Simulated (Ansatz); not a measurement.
Ansatz input

```yaml
crystal:
  lattice:
    - [0.0, 3.5723885672, 3.5723885672]
    - [3.5723885672, 0.0, 3.5723885672]
    - [3.5723885672, 3.5723885672, 0.0]
  atoms:
    - { symbol: Te, position: [0.125, 0.125, 0.125] }
    - { symbol: Te, position: [0.875, 0.875, 0.875] }
hamiltonian:
  xc: r2scan
  pseudopotentials:
    kind: paw_fr
    azcp:
      Te: "pseudopotentials/Te.paw.azcp"
basis:
  ecutwfc: 500
  fft_grid_basis: typed
kpoints:
  mp_grid: { grid: [8, 8, 8], shift: [0, 0, 0] }
magnetization:
  noncollinear: true
  spin_orbit: true
scf:
  occupations: { method: fermi_dirac, width: 0.1 }
output:
  write_density: true
  write_potential: true
  elf: true
  volumetric_format: npy
```

Output

```
Engine: ansatz 0.2.0, x86_64-unknown-linux-gnu
Pseudopotentials: kind: paw_fr
Pseudopotential: Te, paw_fr, valence charge 16, recommended cutoff 500 eV (meta_gga) 
Functional definition: r2SCAN
  parameter k0 = 0.174
  parameter k1 = 0.065
  parameter a1 = 4.9479
  exchange = r2scan_x(k0 = k0, k1 = k1, a1 = a1)
  correlation = r2scan_c
non-collinear run that drives no moment, with spin-orbit: no starting moment large enough to seed its density (crystal.atoms[].spin), no starting occupations that ask for one, no magnetisation constraint and no magnetic field, so the semilocal B_xc is pinned to zero
Crystal: 2 atoms, lattice volume = 91.181 Å³
Basis set: ecut = 500 eV, 2277 PW (Γ), exchange–correlation on 160×160×160 points (64 copies of the dense FFT grid, shifted against one another)
Bands: 40, of which v1, the nominal top of the filled ones, is band 32 counted from 1 (31 counted from 0)
Symmetry: 48 space group operations + 48 with time reversal
Magnetic group: BNS 227.129 (UNI 1631), of the structure as read, at distance tolerance 4.5e-5 Å
k-points: 29 of 512
Projection manifold: j_resolved (fully-relativistic pseudo-atomic orbitals)
Non-local potential: Te, projectors of the file, l = 0: 2, l = 1: 4, l = 2: 4, l = 3: 4
PAW form: soft (Blöchl's): semilocal exchange-correlation on the pseudo side does not see the compensation charge
PAW frozen core: Te, regenerated for the run's functional (the file was generated under x = pbe(κ = 0.804, μ = 0.2195149727645171), c = pbe(β = 0.06672455060314922))
PAW one-centre angular grid: Te, 590 points (default); XC on 224 Gauss nodes
Initial density: superposition of atomic densities (chi_scale 0.1, normalization cell)
Initial wavefunctions: pseudopotential atomic-orbital guess
Functional: x = r2scan, c = r2scan; τ floored in thin density (d = 2e-4 eV/Å³)
iter 1 solved again at ethr=1.15e-4 eV; its pass at ethr=3.10e-3 eV (dr2=3.67e-2 eV) is discarded
SCF iter   1: F=—  HF=-13965.879116 eV  |F-HF|=—  |Δ(HF+E_count)|=         —  Δρ=6.57e-3  dr2=3.91e-2  dr2_τ=4.66e-5  dr2_m=0.00e0 (ungated)  ethr=1.15e-4  |M|=0.00e0 ∫|m|=0.00e0 μB  |m|>n=0.0e0 m-floor=0.0e0 τ_xc=0.0e0  β_m=0.30  ⟨swp⟩=1.4  Hψ=4045  notcnv=0
SCF iter   2: F=—  HF=-13965.884455 eV  |F-HF|=—  |Δ(HF+E_count)|=   5.34e-3  Δρ=5.34e-3  dr2=2.60e-2  dr2_τ=4.35e-5  dr2_m=0.00e0 (ungated)  ethr=1.15e-4  |M|=0.00e0 ∫|m|=0.00e0 μB  |m|>n=0.0e0 m-floor=0.0e0 τ_xc=0.0e0  β_m=0.50  ⟨swp⟩=1.0  Hψ=580  notcnv=0
SCF iter   3: F=—  HF=-13965.888362 eV  |F-HF|=—  |Δ(HF+E_count)|=   3.91e-3  Δρ=1.14e-3  dr2=1.27e-3  dr2_τ=3.23e-6  dr2_m=0.00e0 (ungated)  ethr=8.13e-5  |M|=0.00e0 ∫|m|=0.00e0 μB  |m|>n=0.0e0 m-floor=0.0e0 τ_xc=0.0e0  β_m=0.63  ⟨swp⟩=2.0  Hψ=761  notcnv=0
SCF iter   4: F=—  HF=-13965.888528 eV  |F-HF|=—  |Δ(HF+E_count)|=   1.66e-4  Δρ=1.16e-4  dr2=9.25e-6  dr2_τ=5.10e-8  dr2_m=0.00e0 (ungated)  ethr=3.96e-6  |M|=0.00e0 ∫|m|=0.00e0 μB  |m|>n=0.0e0 m-floor=0.0e0 τ_xc=0.0e0  β_m=0.76  ⟨swp⟩=2.1  Hψ=1060  notcnv=0
SCF iter   5: F=—  HF=-13965.888581 eV  |F-HF|=—  |Δ(HF+E_count)|=   5.29e-5  Δρ=3.23e-5  dr2=1.05e-6  dr2_τ=2.80e-9  dr2_m=0.00e0 (ungated)  ethr=2.89e-8  |M|=0.00e0 ∫|m|=0.00e0 μB  |m|>n=0.0e0 m-floor=0.0e0 τ_xc=0.0e0  β_m=0.69  ⟨swp⟩=2.0  Hψ=1071  notcnv=0
SCF iter   6: F=-13965.888581 eV  HF=-13965.888581 eV  |F-HF|=1.34e-8  |Δ(HF+E_count)|=   3.99e-7  Δρ=6.49e-6  dr2=2.79e-8  dr2_τ=1.19e-10  dr2_m=0.00e0 (ungated)  ethr=3.13e-10  |M|=0.00e0 ∫|m|=0.00e0 μB  |m|>n=0.0e0 m-floor=0.0e0 τ_xc=0.0e0  ⟨swp⟩=3.9  Hψ=2553  notcnv=0
SCF 1 converged in 6 iterations: F = -13965.888581 eV  dr2 = 2.79e-8
SCF converged after 6 iterations
Magnetization: |M| = 0.0000 μB,  M = (+0.0000, +0.0000, +0.0000) μB
Absolute magnetization: 0.0000 μB (∫|m|)
  site 0: m = (+0.0000, +0.0000, +0.0000) μB, |m| = 0.0000 μB  (R = 1.28 Å)
  site 1: m = (+0.0000, +0.0000, +0.0000) μB, |m| = 0.0000 μB  (R = 1.28 Å)
Free energy (F): -13965.888581 eV
Harris-Foulkes:  -13965.888581 eV  (|F-HF|=1.34e-8)
Internal energy: -13965.828545 eV  (E = F + TS)
E sigma→0 (E₀):  -13965.858563 eV
Entropy (-TS):   -0.060036 eV (-30.018 meV/atom)
Fermi energy:    5.364923 eV
--- Per-component energies (eV) ---
  E_band       = -661.895275
  E_kinetic    = 358.624433
  E_local      = -3283.046496  (includes V_loc(G=0)·N_el)
  E_nonlocal   = -620.543545
  E_hartree    = 1935.677542
  E_xc         = -228.603379
  E_vxc        = -221.669716  (∫ρ·V_xc dr)
  E_paw        = -9349.242874  (= ΣΔE_a)
  E_vpaw       = -780.827341  (= ΣTr[D̂ρ^β])
  E_aug_tail   = -0.000071  (compensation charges beyond the density's cutoff)
  E_vtau       = 14.204104  (kinetic-family band-sum trace: ∫τ·v_τ [+ j·A + Jᵃ·Aᵃ] dr)
  E_ewald      = -2779.289409
  E_core_change = 0.595253  (= ΣΔE_core)
  E_smearing   = -0.060036  (= −TS)
  E_closure    = -0.000000  (closes the sum)
  Σ components = -13965.888581   (vs F -13965.888581, Δ=0.00e0)
--- Band table (eV; the first three rows and the last of 29) ---
  k-point 0: bands = ["-33.7335", "-33.7335", "-33.7335", "-33.7335", "-33.7155", "-33.7155", "-33.7155", "-33.7155", "-32.2880", "-32.2880", "-32.2578", "-32.2578", "-32.2578", "-32.2578", "-32.2566", "-32.2566", "-32.2566", "-32.2566", "-32.2308", "-32.2308", "-8.1873", "-8.1873", "-3.4456", "-3.4456", "1.6127", "1.6127", "2.4147", "2.4147", "2.4147", "2.4147", "4.0976", "4.0976", "4.8814", "4.8814", "4.8814", "4.8814", "9.3149", "9.3149", "11.7695", "11.7695"]
  k-point 1: bands = ["-33.7338", "-33.7338", "-33.7329", "-33.7329", "-33.7162", "-33.7162", "-33.7153", "-33.7153", "-32.2870", "-32.2870", "-32.2617", "-32.2617", "-32.2617", "-32.2617", "-32.2529", "-32.2529", "-32.2527", "-32.2527", "-32.2316", "-32.2316", "-8.0966", "-8.0966", "-3.6974", "-3.6974", "1.5786", "1.5786", "2.2705", "2.2705", "2.2905", "2.2905", "4.3936", "4.3936", "5.0195", "5.0195", "5.0723", "5.0723", "9.7106", "9.7106", "11.4353", "11.4353"]
  k-point 2: bands = ["-33.7343", "-33.7343", "-33.7310", "-33.7310", "-33.7181", "-33.7181", "-33.7147", "-33.7147", "-32.2843", "-32.2843", "-32.2662", "-32.2662", "-32.2654", "-32.2654", "-32.2489", "-32.2489", "-32.2488", "-32.2488", "-32.2340", "-32.2340", "-7.8427", "-7.8427", "-4.2977", "-4.2977", "1.4483", "1.4483", "2.0146", "2.0146", "2.0457", "2.0457", "4.9213", "4.9213", "5.4635", "5.4635", "5.5891", "5.5891", "10.4602", "10.4602", "11.2328", "11.2328"]
  k-point 28: bands = ["-33.7344", "-33.7344", "-33.7248", "-33.7248", "-33.7243", "-33.7243", "-33.7145", "-33.7145", "-32.2782", "-32.2782", "-32.2745", "-32.2745", "-32.2590", "-32.2590", "-32.2575", "-32.2575", "-32.2415", "-32.2415", "-32.2365", "-32.2365", "-6.3730", "-6.3730", "-6.3557", "-6.3557", "0.5445", "0.5445", "0.7859", "0.7859", "4.0705", "4.0705", "4.6285", "4.6285", "6.6228", "6.6228", "6.8467", "6.8467", "10.4408", "10.4408", "10.6671", "10.6671"]
```

Launched by

```sh
ansatz run input.yaml --threads 1 --pin off --max-ram 3584MiB --backend cpu --events-out ev --progress --plain --runs-dir out
```

On 1 thread of Intel(R) Xeon(R) Platinum 8259CL CPU @ 2.50GHz (Skylake/Cascade Lake) (shared host) this took about 52 s of wall time and 51 s of CPU time.
